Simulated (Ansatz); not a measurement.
ZnCu (CsCl type)

```xyz
2
Lattice="2.9638 0.0000 0.0000 0.0000 2.9638 0.0000 0.0000 0.0000 2.9638" Properties=species:S:1:pos:R:3 pbc="T T T"
Zn     1.4819     1.4819     1.4819
Cu     0.0000     0.0000     0.0000
```

The slice is a {100} plane (indices of the conventional cell) through the point (0.500, 0.500, 0.500) (fractional), spanned by u = [100] and v = [010] in vectors of this cell: u (2.96 Å) and v (2.96 Å, at 90° to u). It covers one period; positions are fractions (u, v).

The numbers are results of PBE (plane waves to 420 eV, PAW, scalar-relativistic; Ansatz, a first-principles code), not measurements. k mesh 16×16×16. Inside the PAW spheres the values are not all-electron values, and peaks at nuclei hang on which shells count as valence. ZnCu is run without spin polarisation. ZnCu was relaxed with its symmetry unable to fall.

Predict the map of the valence electron density on the slice.


| v \ u | 0.00 | 0.09 | 0.19 | 0.28 | 0.38 | 0.47 | 0.56 | 0.66 | 0.75 | 0.84 | 0.94 |
|---|---|---|---|---|---|---|---|---|---|---|---|
| 0.94 | 1.5 | 1.1 | 0.3 | -0.3 | -0.6 | -0.7 | -0.7 | -0.5 | -0.1 | 0.6 | 1.3 |
| 0.84 | 0.7 | 0.5 | 0.0 | -0.4 | -0.7 | -0.8 | -0.7 | -0.6 | -0.3 | 0.2 | 0.6 |
| 0.75 | 0.0 | -0.1 | -0.4 | -0.6 | -0.7 | -0.8 | -0.7 | -0.7 | -0.5 | -0.3 | -0.1 |
| 0.66 | -0.5 | -0.5 | -0.6 | -0.7 | -0.7 | -0.8 | -0.8 | -0.7 | -0.7 | -0.6 | -0.5 |
| 0.56 | -0.7 | -0.7 | -0.7 | -0.8 | -0.8 | -0.8 | -0.8 | -0.8 | -0.7 | -0.7 | -0.7 |
| 0.47 | -0.7 | -0.7 | -0.8 | -0.8 | -0.8 | -0.8 | -0.8 | -0.8 | -0.8 | -0.8 | -0.7 |
| 0.38 | -0.6 | -0.6 | -0.7 | -0.7 | -0.7 | -0.8 | -0.8 | -0.7 | -0.7 | -0.7 | -0.6 |
| 0.28 | -0.2 | -0.3 | -0.5 | -0.6 | -0.7 | -0.8 | -0.8 | -0.7 | -0.6 | -0.4 | -0.3 |
| 0.19 | 0.4 | 0.2 | -0.1 | -0.5 | -0.7 | -0.8 | -0.7 | -0.6 | -0.4 | 0.0 | 0.3 |
| 0.09 | 1.3 | 1.0 | 0.2 | -0.3 | -0.6 | -0.7 | -0.7 | -0.5 | -0.1 | 0.5 | 1.1 |
| 0.00 | 1.7 | 1.3 | 0.4 | -0.2 | -0.6 | -0.7 | -0.7 | -0.5 | 0.0 | 0.7 | 1.5 |

Values: log₁₀ of the valence density in e/Å³. The scale is logarithmic, as a density can span decades between atoms and voids.
